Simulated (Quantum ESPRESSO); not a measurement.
## Zr2TaO5F3 (one run as intended and one with a planted mistake)

Computed values, not a measurement. The program is pw.x of Quantum ESPRESSO 7.5 (plane-wave density functional theory). The cell is made up: 11 atoms on a rutile lattice with one site empty, with randomly drawn elements, strain and displacements, not relaxed. PseudoDojo standard norm-conserving files (v0.5 for PBE, v0.4.1 for LDA and PBEsol) set the functional; there is no spin polarisation, spin-orbit coupling or dispersion term, and the masses in the input are unused placeholders.

Intended input:

```
&control calculation='scf', pseudo_dir='./dojo.nc.sr.pbe.v0_5.standard.upf', outdir='./o', disk_io='low', tprnfor=.true., tstress=.true. /
&system ibrav=0, nat=11, ntyp=4, nbnd=50, ecutwfc=84.00895049, nosym=.true., tot_charge=0,
 occupations='smearing', smearing='fd', degauss=0.0018374661
/
&electrons conv_thr=7.350e-09, electron_maxstep=60, /
ATOMIC_SPECIES
F 1.0 F.upf
O 1.0 O.upf
Ta 1.0 Ta.upf
Zr 1.0 Zr.upf
CELL_PARAMETERS angstrom
4.8752 0.033 -0.0171
0.033 4.8772 0.0136
-0.0229 0.0182 6.5126
ATOMIC_POSITIONS angstrom
Zr 0.0744 0.0862 -0.0498
Ta -0.0664 0.0515 3.1976
Zr 2.5284 2.3517 4.869
O 1.4672 1.5877 -0.0591
O 3.4213 3.3224 -0.1883
F 3.8443 1.0622 1.6091
O 1.0494 4.0265 1.5855
O 1.4227 1.5914 3.2358
O 3.4425 3.3546 3.3025
F 3.9137 0.9647 4.8726
F 0.896 3.9015 4.8216
K_POINTS automatic
5 5 4 1 1 1
```

The log is shortened where brackets say so; the opening notice, blank lines, dates and the lines on written files are dropped, and the path of the files is cut. It prints rydbergs, bohrs and kilobars, and counts compression as positive stress. Where no state is partly filled, the Fermi energy that it prints is only some level between the filled and the empty states on the mesh, and need not lie in the true gap.

Log of the intended run:

```
     Program PWSCF v.7.5
     Parallel version (MPI & OpenMP), running on       4 processor cores
     Number of MPI processes:                 4
     Threads/MPI process:                     1
     [start-up lines left out]
     bravais-lattice index     =            0
     lattice parameter (alat)  =       9.2131  a.u.
     unit-cell volume          =    1044.9255 (a.u.)^3
     number of atoms/cell      =           11
     number of atomic types    =            4
     number of electrons       =        88.00
     number of Kohn-Sham states=           50
     kinetic-energy cutoff     =      84.0090  Ry
     charge density cutoff     =     336.0358  Ry
     scf convergence threshold =      7.3E-09
     mixing beta               =       0.7000
     number of iterations used =            8  plain     mixing
     Exchange-correlation= PBE
                           (   1   4   3   4   0   0   0)
     [axes and pseudopotential details left out]
   Cartesian axes
     site n.     atom                  positions (alat units)
         1        Zr     tau(   1) = (   0.0152605   0.0176808  -0.0102147  )
         2        Ta     tau(   2) = (  -0.0136196   0.0105634   0.6558720  )
         3        Zr     tau(   3) = (   0.5186098   0.4823662   0.9986992  )
         4        O      tau(   4) = (   0.3009430   0.3256592  -0.0121222  )
         5        O      tau(   5) = (   0.7017559   0.6814702  -0.0386229  )
         6        F      tau(   6) = (   0.7885191   0.2178719   0.3300487  )
         7        O      tau(   7) = (   0.2152465   0.8258908   0.3252080  )
         8        O      tau(   8) = (   0.2918154   0.3264181   0.6637073  )
         9        O      tau(   9) = (   0.7061044   0.6880749   0.6773884  )
        10        F      tau(  10) = (   0.8027540   0.1978733   0.9994376  )
        11        F      tau(  11) = (   0.1837820   0.8002516   0.9889768  )
     number of k points=    50  Fermi-Dirac smearing, width (Ry)=  0.0018
                       cart. coord. in units 2pi/alat
        k(    1) = (   0.0996611   0.0990264   0.0936489), wk =   0.0400000
        k(    2) = (   0.1003211   0.0985001   0.2808030), wk =   0.0400000
     [further k points left out]
     Dense  grid:   108679 G-vectors     FFT dimensions: (  54,  54,  72)
     Estimated max dynamical RAM per process >     306.52 MB
     Estimated total dynamical RAM >       1.12 GB
     Initial potential from superposition of free atoms
     starting charge      87.9943, renormalised to      88.0000
     Starting wfcs are   62 randomized atomic wfcs
     total cpu time spent up to now is        7.1 secs
     per-process dynamical memory:   238.7 Mb
     Self-consistent Calculation
     iteration #  1     ecut=    84.01 Ry     beta= 0.70
     Davidson diagonalization with overlap
     ethr =  1.00E-02,  avg # of iterations =  2.0
     total cpu time spent up to now is       18.6 secs
     total energy              =    -643.84364225 Ry
     estimated scf accuracy    <       5.19941340 Ry
     iteration #  2     ecut=    84.01 Ry     beta= 0.70
     Davidson diagonalization with overlap
     ethr =  5.91E-03,  avg # of iterations =  6.8
     total cpu time spent up to now is       38.9 secs
     total energy              =    -638.25494082 Ry
     estimated scf accuracy    <      63.69395014 Ry
     [iterations 3 to 16 left out]
     iteration # 17     ecut=    84.01 Ry     beta= 0.70
     Davidson diagonalization with overlap
     ethr =  9.43E-11,  avg # of iterations =  5.0
     total cpu time spent up to now is      247.7 secs
     total energy              =    -646.76095927 Ry
     estimated scf accuracy    <       0.00000005 Ry
     iteration # 18     ecut=    84.01 Ry     beta= 0.70
     Davidson diagonalization with overlap
     ethr =  5.98E-11,  avg # of iterations =  2.7
     total cpu time spent up to now is      259.9 secs
     End of self-consistent calculation
     [lines on levels left out]
     the Fermi energy is     7.5246 ev
!    total energy              =    -646.76095927 Ry
     estimated scf accuracy    <          5.0E-09 Ry
     smearing contrib. (-TS)   =      -0.00000000 Ry
     internal energy E=F+TS    =    -646.76095927 Ry
     The total energy is F=E-TS. E is the sum of the following terms:
     one-electron contribution =    -251.03400248 Ry
     hartree contribution      =     165.96066116 Ry
     xc contribution           =    -144.04756475 Ry
     ewald contribution        =    -417.64005320 Ry
     convergence has been achieved in  18 iterations
     Forces acting on atoms (cartesian axes, Ry/au):
     atom    1 type  4   force =     0.08308246   -0.06614570    0.25259117
     atom    2 type  3   force =     0.10924661   -0.08873246   -0.30686809
     atom    3 type  4   force =    -0.09096375    0.11831710    0.03562019
     atom    4 type  2   force =    -0.07311725   -0.08731763   -0.06796648
     atom    5 type  2   force =     0.06357804    0.07878129   -0.04776923
     atom    6 type  1   force =     0.03910613   -0.04925622    0.03988154
     atom    7 type  2   force =    -0.14138705    0.11114528    0.08938733
     atom    8 type  2   force =    -0.12660726   -0.13877468    0.05648352
     atom    9 type  2   force =     0.11079560    0.14086536    0.02981128
     atom   10 type  1   force =     0.03255188   -0.05225420   -0.05362210
     atom   11 type  1   force =    -0.00628542    0.03337185   -0.02754913
     Total force =     0.607175     Total SCF correction =     0.000133
     Computing stress (Cartesian axis) and pressure
          total   stress  (Ry/bohr**3)                   (kbar)     P=      -69.92
  -0.00051435  -0.00110786   0.00016833          -75.66     -162.97       24.76
  -0.00110786  -0.00073683  -0.00008694         -162.97     -108.39      -12.79
   0.00016833  -0.00008694  -0.00017466           24.76      -12.79      -25.69
     init_run     :      6.49s CPU      6.92s WALL (       1 calls)
     electrons    :    251.11s CPU    252.88s WALL (       1 calls)
     forces       :      2.70s CPU      2.76s WALL (       1 calls)
     stress       :      9.03s CPU      9.36s WALL (       1 calls)
     [timing details left out]
     PWSCF        :   4m29.53s CPU   4m32.24s WALL
     JOB DONE.
```

A second run has one planted mistake: the cell and the positions are scaled by a wrong factor. The input lines that differ, file-writing options aside:

```
- 4.8752 0.033 -0.0171
+ 4.94 0.0334 -0.0173
- 0.033 4.8772 0.0136
+ 0.0334 4.9421 0.0138
- -0.0229 0.0182 6.5126
+ -0.0232 0.0184 6.5992
- Zr 0.0744 0.0862 -0.0498
+ Zr 0.0754 0.0873 -0.0505
- Ta -0.0664 0.0515 3.1976
+ Ta -0.0673 0.0522 3.2401
- Zr 2.5284 2.3517 4.869
+ Zr 2.562 2.383 4.9338
- O 1.4672 1.5877 -0.0591
+ O 1.4867 1.6088 -0.0599
- O 3.4213 3.3224 -0.1883
+ O 3.4668 3.3666 -0.1908
- F 3.8443 1.0622 1.6091
+ F 3.8954 1.0763 1.6305
- O 1.0494 4.0265 1.5855
+ O 1.0634 4.0801 1.6066
- O 1.4227 1.5914 3.2358
+ O 1.4416 1.6126 3.2788
- O 3.4425 3.3546 3.3025
+ O 3.4883 3.3992 3.3464
- F 3.9137 0.9647 4.8726
+ F 3.9658 0.9775 4.9374
- F 0.896 3.9015 4.8216
+ F 0.9079 3.9534 4.8857
```

Its log:

```
     Program PWSCF v.7.5
     Parallel version (MPI & OpenMP), running on       4 processor cores
     Number of MPI processes:                 4
     Threads/MPI process:                     1
     [start-up lines left out]
     bravais-lattice index     =            0
     lattice parameter (alat)  =       9.3355  a.u.
     unit-cell volume          =    1087.1707 (a.u.)^3
     number of atoms/cell      =           11
     number of atomic types    =            4
     number of electrons       =        88.00
     number of Kohn-Sham states=           50
     kinetic-energy cutoff     =      84.0090  Ry
     charge density cutoff     =     336.0358  Ry
     scf convergence threshold =      7.3E-09
     mixing beta               =       0.7000
     number of iterations used =            8  plain     mixing
     Exchange-correlation= PBE
                           (   1   4   3   4   0   0   0)
     [axes and pseudopotential details left out]
   Cartesian axes
     site n.     atom                  positions (alat units)
         1        Zr     tau(   1) = (   0.0152627   0.0176716  -0.0102224  )
         2        Ta     tau(   2) = (  -0.0136231   0.0105665   0.6558717  )
         3        Zr     tau(   3) = (   0.5186084   0.4823747   0.9987160  )
         4        O      tau(   4) = (   0.3009427   0.3256586  -0.0121252  )
         5        O      tau(   5) = (   0.7017610   0.6814782  -0.0386224  )
         6        F      tau(   6) = (   0.7885197   0.2178682   0.3300512  )
         7        O      tau(   7) = (   0.2152569   0.8259072   0.3252132  )
         8        O      tau(   8) = (   0.2918134   0.3264278   0.6637055  )
         9        O      tau(   9) = (   0.7061131   0.6880772   0.6773893  )
        10        F      tau(  10) = (   0.8027703   0.1978688   0.9994447  )
        11        F      tau(  11) = (   0.1837801   0.8002602   0.9889794  )
     number of k points=    50  Fermi-Dirac smearing, width (Ry)=  0.0018
                       cart. coord. in units 2pi/alat
        k(    1) = (   0.0996613   0.0990254   0.0936489), wk =   0.0400000
        k(    2) = (   0.1003203   0.0984983   0.2808020), wk =   0.0400000
     [further k points left out]
     Dense  grid:   113119 G-vectors     FFT dimensions: (  60,  60,  75)
     Estimated max dynamical RAM per process >     321.88 MB
     Estimated total dynamical RAM >       1.18 GB
     Initial potential from superposition of free atoms
     starting charge      87.9943, renormalised to      88.0000
     Starting wfcs are   62 randomized atomic wfcs
     total cpu time spent up to now is        9.2 secs
     per-process dynamical memory:   243.8 Mb
     Self-consistent Calculation
     iteration #  1     ecut=    84.01 Ry     beta= 0.70
     Davidson diagonalization with overlap
     ethr =  1.00E-02,  avg # of iterations =  2.0
     total cpu time spent up to now is       24.9 secs
     total energy              =    -643.68398525 Ry
     estimated scf accuracy    <       5.38181806 Ry
     iteration #  2     ecut=    84.01 Ry     beta= 0.70
     Davidson diagonalization with overlap
     ethr =  6.12E-03,  avg # of iterations =  6.6
     total cpu time spent up to now is       55.5 secs
     total energy              =    -637.99664316 Ry
     estimated scf accuracy    <      68.22271131 Ry
     [iterations 3 to 17 left out]
     iteration # 18     ecut=    84.01 Ry     beta= 0.70
     Davidson diagonalization with overlap
     ethr =  6.67E-11,  avg # of iterations =  2.9
     total cpu time spent up to now is      392.3 secs
     total energy              =    -646.73368119 Ry
     estimated scf accuracy    <          7.6E-09 Ry
     iteration # 19     ecut=    84.01 Ry     beta= 0.70
     Davidson diagonalization with overlap
     ethr =  8.67E-12,  avg # of iterations =  5.0
     total cpu time spent up to now is      419.7 secs
     End of self-consistent calculation
     [lines on levels left out]
     the Fermi energy is     6.9282 ev
!    total energy              =    -646.73368119 Ry
     estimated scf accuracy    <          4.3E-09 Ry
     smearing contrib. (-TS)   =      -0.00000000 Ry
     internal energy E=F+TS    =    -646.73368119 Ry
     The total energy is F=E-TS. E is the sum of the following terms:
     one-electron contribution =    -259.21017619 Ry
     hartree contribution      =     168.42269758 Ry
     xc contribution           =    -143.78681070 Ry
     ewald contribution        =    -412.15939188 Ry
     convergence has been achieved in  19 iterations
     Forces acting on atoms (cartesian axes, Ry/au):
     atom    1 type  4   force =     0.08487002   -0.05886241    0.23923651
     atom    2 type  3   force =     0.10575733   -0.08581917   -0.29528456
     atom    3 type  4   force =    -0.07843561    0.11400823    0.04122937
     atom    4 type  2   force =    -0.07285633   -0.09076600   -0.07880700
     atom    5 type  2   force =     0.05638927    0.06953662   -0.06318164
     atom    6 type  1   force =     0.04789125   -0.05678581    0.04152865
     atom    7 type  2   force =    -0.14819815    0.11821205    0.08364129
     atom    8 type  2   force =    -0.12279216   -0.13732927    0.06548584
     atom    9 type  2   force =     0.10798972    0.13703191    0.04054957
     atom   10 type  1   force =     0.02993852   -0.04740099   -0.04852115
     atom   11 type  1   force =    -0.01055385    0.03817484   -0.02587687
     Total force =     0.595381     Total SCF correction =     0.000134
     Computing stress (Cartesian axis) and pressure
          total   stress  (Ry/bohr**3)                   (kbar)     P=     -119.00
  -0.00081614  -0.00108548   0.00014005         -120.06     -159.68       20.60
  -0.00108548  -0.00102579  -0.00007564         -159.68     -150.90      -11.13
   0.00014005  -0.00007564  -0.00058485           20.60      -11.13      -86.03
     init_run     :      8.16s CPU      8.76s WALL (       1 calls)
     electrons    :    407.62s CPU    410.52s WALL (       1 calls)
     forces       :      5.86s CPU      5.94s WALL (       1 calls)
     stress       :     17.88s CPU     18.50s WALL (       1 calls)
     [timing details left out]
     PWSCF        :   7m20.09s CPU   7m24.40s WALL
     JOB DONE.
```

|  | intended run | run with the mistake |
| --- | --- | --- |
| free energy (eV) | -8799.631 | -8799.260 |
| smearing term -TS (eV) | 0.0000 | 0.0000 |
| pressure (GPa) | -6.99 | -11.90 |
| largest force component (eV/Å) | 7.890 | 7.592 |
| largest change of a force component (eV/Å) |  | 0.396 |
| iterations | 18 | 19 |

For scale, a rerun of the intended cell at 1467 eV and a 7 x 7 x 6 mesh moved values by no more than 0.004 eV in energy, 0.03 GPa in stress and 0.003 eV/Å in force.